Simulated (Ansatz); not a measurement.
MoS2 (2H-MoS2 type, space group P6_3/mmc)

```cif
data_Mo2S4
_chemical_formula_sum 'Mo2 S4'
_space_group_name_H-M_alt 'P63/mmc'
_space_group_IT_number 194
_space_group_name_Hall '-P 6c 2c'
_cell_length_a 3.14944
_cell_length_b 3.14944
_cell_length_c 12.09150
_cell_angle_alpha 90.000
_cell_angle_beta 90.000
_cell_angle_gamma 120.000
loop_
_atom_site_label
_atom_site_type_symbol
_atom_site_symmetry_multiplicity
_atom_site_Wyckoff_symbol
_atom_site_fract_x
_atom_site_fract_y
_atom_site_fract_z
_atom_site_occupancy
Mo1 Mo 2 c 0.33333 0.66667 0.25000 1
S1 S 4 f 0.66667 0.33333 0.12050 1
```

Grid over V/V₀ and (c/a)/(c/a)₀, subscript 0 meaning the relaxed cell; the conventional c axis lies along z; no internal relaxation.

Method: PBE-D3(BJ) (plane waves to 420 eV, PAW, scalar-relativistic; Ansatz, an electronic-structure program). k mesh 12×12×3 (Γ-centred), Fermi-Dirac smearing 0.05 eV. Stress and pressure are positive under compression. As the atoms are clamped, bonds stretch with the cell, which overstates energies and stresses. MoS2 is run without spin polarisation. MoS2 was relaxed with its symmetry unable to fall. The PAW data are Ansatz's earlier set.

Changes of σzz (GPa) from the point V/V₀ = 1.000, (c/a)/(c/a)₀ = 1.000 when one coordinate moves alone (two changes are said to add if the coupling is within 5 % of the smaller one, nearly so within 20 %):

```json
[
 {"point": "V/V₀ = 1.000, (c/a)/(c/a)₀ = 0.960", "change": "5.67"},
 {"point": "V/V₀ = 1.000, (c/a)/(c/a)₀ = 0.980", "change": "2.81"},
 {"point": "V/V₀ = 0.920, (c/a)/(c/a)₀ = 1.000", "change": "16.78"},
 {"point": "V/V₀ = 0.960, (c/a)/(c/a)₀ = 1.000", "change": "7.50"},
 {"point": "V/V₀ = 1.040, (c/a)/(c/a)₀ = 1.000", "change": "-6.06"},
 {"point": "V/V₀ = 1.080, (c/a)/(c/a)₀ = 1.000", "change": "-10.95"},
 {"point": "V/V₀ = 1.000, (c/a)/(c/a)₀ = 1.020", "change": "-2.75"},
 {"point": "V/V₀ = 1.000, (c/a)/(c/a)₀ = 1.040", "change": "-5.45"}
]
```

Do the two effects add at V/V₀ = 0.920, (c/a)/(c/a)₀ = 0.980? Give the computed change.

The sum of the single changes is 16.78 + (2.81) = 19.59; the calculation gives 19.96, so the coupling contributes 0.37 (under 20 % of the smaller single change, nearly additive).

What is the change at V/V₀ = 0.960, (c/a)/(c/a)₀ = 0.980, where both move, and how far is it from the sum?

The sum of the single changes is 7.50 + (2.81) = 10.31; the calculation gives 10.49, so the coupling contributes 0.18 (under 20 % of the smaller single change, nearly additive).

Do the two effects add at V/V₀ = 1.080, (c/a)/(c/a)₀ = 0.960? Give the computed change.

The sum of the single changes is -10.95 + (5.67) = -5.28; the calculation gives -5.91, so the coupling contributes -0.63 (under 20 % of the smaller single change, nearly additive).

(Under strain, the slope of the energy per volume gives the stress and its curvature an elastic modulus.)
